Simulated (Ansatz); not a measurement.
Monolayer PbS (Aem2 in the vacuum cell, 4 atoms; Pb with 5 neighbours (square pyramidal), S with 5 neighbours (square pyramidal)) under equal strain ε along x and y, atoms relaxed, r²SCAN+D4 in the plane-wave PAW code Ansatz. Strained cells keep size and symmetry, so buckling is not allowed; words on stability below refer to the unstrained layer.

| ε (%) | tension xx (N/m) |
|---|---|
| -4 | -2.80 |
| -2 | -1.23 |
| 0 | -0.01 |
| 2 | 1.66 |
| 4 | ? |

**Question.** Fit the shown tensions and predict the withheld one.

**Answer.** A parabola gives σ = 0.11 + 74.2ε + (62)ε² N/m, whose slope estimates C11 + C12. At ε = 0.04 that is 3.18 N/m. The run itself gave 2.64 N/m.

The layer was cut from a bulk entry of the Materials Project (measured or hypothetical); whether that bulk phase is the ambient one, and whether the layer has been isolated, was not checked. The r²SCAN+D4 relaxation kept the symmetry of its start; whether a distortion lowers the energy is not shown. Scalar-relativistic: spin–orbit coupling is off unless named, which matters more the heavier the elements.

Potentials: the later of the program's two PAW sets.
